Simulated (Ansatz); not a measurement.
CoSi (FeSi type, space group P2_13)

```yaml
crystal:
  lattice:
    - [4.38574, 0.00000, 0.00000]
    - [0.00000, 4.38574, 0.00000]
    - [0.00000, 0.00000, 4.38574]
  atoms:
    - { symbol: Co, position: [0.14563, 0.14563, 0.14563] }
    - { symbol: Co, position: [0.64563, 0.35437, 0.85437] }
    - { symbol: Co, position: [0.85437, 0.64563, 0.35437] }
    - { symbol: Co, position: [0.35437, 0.85437, 0.64563] }
    - { symbol: Si, position: [0.84329, 0.84329, 0.84329] }
    - { symbol: Si, position: [0.34329, 0.65671, 0.15671] }
    - { symbol: Si, position: [0.15671, 0.34329, 0.65671] }
    - { symbol: Si, position: [0.65671, 0.15671, 0.34329] }
```

The slice is a {110} plane (indices of the conventional cell) through the point (0.157, 0.343, 0.657) (fractional), spanned by u = [100] and v = [011] in vectors of this cell: u (4.39 Å) and v (6.20 Å, at 90° to u). It covers one period; positions are fractions (u, v).

Level of theory: PBEsol (plane waves to 420 eV, PAW, scalar-relativistic; Ansatz, a quantum-chemistry and plane-wave program). k mesh 11×11×11. Inside the PAW spheres the values are not all-electron values, and peaks at nuclei hang on which shells count as valence. At this level the bands of CoSi touch or barely overlap. CoSi is run without spin polarisation. CoSi was relaxed with its symmetry unable to fall.

### Question
Predict the map of the valence electron density on the slice.

### Answer
```
|..::--============++++++============--::|
|--====================================--|
|====================++==================|
|==============================----======|
|==============================------====|
|====================----======------====|
|==============++==------========----====|
|==============++====--==================|
|========================================|
|++======================================|
|++++====================================|
|==++====================================|
|==++++++======--------==================|
|==++++++========------==================|
|==++++==========------==================|
|==================--====================|
|========================================|
|====================================--==|
|--================================------|
|--==============================--------|
|----================++++++======--------|
|----============++++**++++++====--------|
|==============++**######**++====--------|
|============++**##@@@@%%##++============|
|============++**%%@@@@@@##++============|
|----==++++==++**##@@@@%%##++==========--|
|..::====++==++++**##%%##**++====++==--::|
|  ..--========++++****++++==========--..|
```
Scale: ten equal steps from -1.34 (start of ' ') to 0.62 (end of '@'), in the order ' .:-=+*#%@'. Values: log₁₀ of the valence density in e/Å³. The map has 20 points along u (two characters each, u = 0 at the left) and 28 along v (v = 0 in the bottom row). The scale is logarithmic, as a density can span decades between atoms and voids.
